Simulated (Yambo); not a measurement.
KAsF$_{6}$ (space group R-3, No. 148), G0W0@LDA (Yambo, plasmon pole, terminator in G, 2×2×2 mesh): gap Γ → Γ in eV by bands and screening block.

| bands (W and G) | 2 Ry | 3 Ry | 4 Ry | 6 Ry | 7 Ry |
|---|---|---|---|---|---|
| 52 | 11.77 | ___ | ___ | 10.84 | 10.81 |
| 74 | 11.25 | 10.72 | 10.52 | 10.30 | 10.27 |
| 102 | 11.05 | 10.51 | 10.30 | 10.08 | 10.05 |
| 137 | 10.97 | 10.42 | 10.21 | 9.98 | 9.95 |
| 172 | 10.94 | 10.37 | ___ | 9.93 | 9.90 |

Estimate the withheld gaps from their neighbours; the computed values follow.


- 52, 3 Ry: 11.26
- 52, 4 Ry: 11.06
- 172, 4 Ry: 10.16

The largest settings aren't shown to be the converged limit.

The standard potential for As keeps a d shell in the valence without the s and p states of that shell. In tests on such compounds this moved G0W0 gaps by up to about 0.9 eV, so absolute quasiparticle energies here are unreliable; differences between settings are what counts.

Spin-orbit coupling is not included.

Geometry of the Materials Project entry, not relaxed at this level; primitive cell a = b = c = 4.844 Å, α = β = γ = 97.99°.
